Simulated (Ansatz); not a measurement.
A relaxation computed with Ansatz, from input to last step.

```yaml
crystal:
  lattice:
    - [6.4709717823, 0.0, 0.0]
    - [-3.2354858911, 5.6040259507, 0.0]
    - [0.0, 0.0, 3.8125743424]
  atoms:
    - { symbol: Zr, position: [0.4159186291, 0.4159186291, 0.0] }
    - { symbol: Zr, position: [0.5840813709, 0.0, 0.0] }
    - { symbol: Zr, position: [0.0, 0.5840813709, 0.0] }
    - { symbol: P, position: [0.6666666667, 0.3333333333, 0.5] }
    - { symbol: P, position: [0.3333333333, 0.6666666667, 0.5] }
    - { symbol: P, position: [0.0, 0.0, 0.0] }
    - { symbol: Ru, position: [0.7558067318, 0.7558067318, 0.5] }
    - { symbol: Ru, position: [0.2441932682, 0.0, 0.5] }
    - { symbol: Ru, position: [0.0, 0.2441932682, 0.5] }
basis:
  ecutwfc: 420
kpoints:
  mp_grid: { grid: [6, 6, 10] }
hamiltonian:
  xc: pbesol
scf:
  occupations: { method: gaussian, width: 0.1 }
output:
  forces: true
  stress: true
  eigenvalues: true
relax:
  adjacent_minimum: "off"
  f_tol: 0.01
  max_steps: 30
  cell: { stress_tol: 0.1, fix: [volume] }
```

```bash
ansatz run input.yaml --threads 2 --pin off --max-ram 5120MiB --backend cpu --events-out ev --progress --plain --runs-dir out
```

Method: Ansatz 0.2.0, DFT PBEsol, scalar-relativistic, plane waves, PAW.

The volume is held at 1.03 times that of the relaxed cell.

Of 4 frames 3 are shown, positions in Å and forces in eV/Å; the SCF threshold varies from step to step. Steps run on the plane waves of an earlier cell, with a Pulay correction in the pressure. The basis is chosen afresh for the last frame, the zero of the energies, and at times for earlier ones too; energy and pressure can step there, also at an unchanged geometry. Where two frames share a geometry here, they differ by under 2 meV/atom and 0.3 GPa.

```xyz
9
Lattice="6.4710 0.0000 0.0000 -3.2355 5.6040 0.0000 0.0000 0.0000 3.8126" Properties=species:S:1:pos:R:3:forces:R:3 pbc="T T T" step=1 free_energy_over_end_meV_per_atom=0.04 pressure_GPa=-6.37
Zr    1.3457    2.3308    0.0000   -0.0146   -0.0253    0.0000
Zr    3.7796    0.0000    0.0000    0.0292    0.0000    0.0000
Zr   -1.8898    3.2732    0.0000   -0.0146    0.0253    0.0000
P     3.2355    1.8680    1.9063    0.0000    0.0000    0.0000
P     0.0000    3.7360    1.9063    0.0000    0.0000    0.0000
P     0.0000    0.0000    0.0000    0.0000    0.0000    0.0000
Ru    2.4454    4.2356    1.9063    0.0314    0.0544    0.0000
Ru    1.5802    0.0000    1.9063   -0.0629    0.0000    0.0000
Ru   -0.7901    1.3685    1.9063    0.0314   -0.0544    0.0000
9
Lattice="6.4669 0.0000 0.0000 -3.2335 5.6005 0.0000 0.0000 0.0000 3.8173" Properties=species:S:1:pos:R:3:forces:R:3 pbc="T T T" step=2 free_energy_over_end_meV_per_atom=0.04 pressure_GPa=-6.31
Zr    1.3427    2.3256    0.0000    0.0146    0.0252    0.0000
Zr    3.7815    0.0000    0.0000   -0.0291    0.0000    0.0000
Zr   -1.8908    3.2749    0.0000    0.0146   -0.0252    0.0000
P     3.2335    1.8668    1.9087    0.0000    0.0000    0.0000
P     0.0000    3.7337    1.9087    0.0000    0.0000    0.0000
P     0.0000    0.0000    0.0000    0.0000    0.0000    0.0000
Ru    2.4459    4.2364    1.9087   -0.0213   -0.0369    0.0000
Ru    1.5752    0.0000    1.9087    0.0426    0.0000    0.0000
Ru   -0.7876    1.3641    1.9087   -0.0213    0.0369    0.0000
9
Lattice="6.4704 0.0000 0.0000 -3.2352 5.6035 0.0000 0.0000 0.0000 3.8132" Properties=species:S:1:pos:R:3:forces:R:3 pbc="T T T" step=4 free_energy_over_end_meV_per_atom=0.00 pressure_GPa=-6.34
Zr    1.3443    2.3283    0.0000    0.0011    0.0020    0.0000
Zr    3.7819    0.0000    0.0000   -0.0023    0.0000    0.0000
Zr   -1.8909    3.2752    0.0000    0.0011   -0.0020    0.0000
P     3.2352    1.8678    1.9066    0.0000    0.0000    0.0000
P     0.0000    3.7357    1.9066    0.0000    0.0000    0.0000
P     0.0000    0.0000    0.0000    0.0000    0.0000    0.0000
Ru    2.4464    4.2373    1.9066    0.0023    0.0040    0.0000
Ru    1.5776    0.0000    1.9066   -0.0046    0.0000    0.0000
Ru   -0.7888    1.3662    1.9066    0.0023   -0.0040    0.0000
```

The run took 66 s on 2 threads of Arm Neoverse V2 (shared host), peak memory 0.58 GiB.